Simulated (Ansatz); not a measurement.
## Property card for CdSe

CdSe:
```xyz
4
Lattice="3.5144 2.0507 0.0000 -3.5144 2.0507 0.0000 -2.4136 0.0000 6.6308" Properties=species:S:1:pos:R:3 pbc="T T T"
Cd     1.7572     1.0253     0.0000
Cd    -2.9640     1.0253     3.3154
Se    -0.6034     1.2066     1.6577
Se    -1.8102     2.8947     4.9731
```

Space group C2/c (No. 15); conventional cell a = 7.029 Å, b = 4.101 Å, c = 7.056 Å, α = γ = 90.00°, β = 110.00°.

Method: PBE in the plane-wave PAW code Ansatz. The cell and atoms are relaxed at this level. Other levels are named where they apply.

**Cell and energy**

- Volume per atom = 23.89 Å³
- Density = 6.65 g/cm³
- Formation energy from the elements (no fitted shifts) = -0.49 eV/atom

**Electronic structure**

* **Band gap**: 0.13 eV (indirect)
* **Valence-band maximum**: on the Γ–C line, 56 % of the way from Γ (k = 0.193, 0.198, 0.005 in fractions of the reciprocal vectors)
* **Conduction-band minimum**: at Γ
* **Smallest direct gap on the standard path**: 0.25 eV
* **Electron effective mass**: 0.079, 0.089, 0.095 mₑ (principal values)
* **Hole effective mass**: 0.22, 0.71, 2.1 mₑ (principal values)

**Mechanics**

- Bulk modulus (Birch–Murnaghan fit): 456 kbar
- Pressure derivative B′: 7.8

The cell is a constructed one: a structure type filled with these elements; neither database checked (COD, Materials Project) lists it. It is not the phase usual at ambient conditions (space group No. 186, 216). Symmetry was held in the PBE relaxation; its stability against distortions is not shown here. The references are the lowest solids computed at this level, not always the standard phases. Scalar-relativistic: spin–orbit coupling is off unless named, which matters more the heavier the elements.

Potentials: the later of the program's two PAW sets.
